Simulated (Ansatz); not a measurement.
PbS:
```cif
data_Pb4S4
_chemical_formula_sum 'S4 Pb4'
_space_group_name_H-M_alt 'Fm-3m'
_space_group_IT_number 225
_space_group_name_Hall '-F 4 2 3'
_cell_length_a 5.90277
_cell_length_b 5.90277
_cell_length_c 5.90277
_cell_angle_alpha 90.000
_cell_angle_beta 90.000
_cell_angle_gamma 90.000
loop_
_atom_site_label
_atom_site_type_symbol
_atom_site_symmetry_multiplicity
_atom_site_Wyckoff_symbol
_atom_site_fract_x
_atom_site_fract_y
_atom_site_fract_z
_atom_site_occupancy
S1 S 4 a 0.00000 0.00000 0.00000 1
Pb1 Pb 4 b 0.50000 0.50000 0.50000 1
```
(The calculation used a cell of 2 atoms; values per cell refer to that cell.)

Relaxed with PBEsol. 

HSE06 on this cell (Ansatz, a program for electronic structure, PAW) gives a gap of 0.72 eV. What does PBEsol give?

0.19 eV.

Cost on shared cores: the PBEsol run (SCF on a 8×8×8 mesh, then bands and DOS) around 13 core-seconds (rough), the HSE06 run (SCF on 6×6×6, then a few points) around 2.9 core-minutes (rough); the tasks are unlike.

The cell was relaxed with PBEsol under the symmetry of its start. Spin–orbit coupling is left out wherever it is not named.

Potentials: the later of the program's two PAW sets.

Ansatz is a plane-wave DFT program.
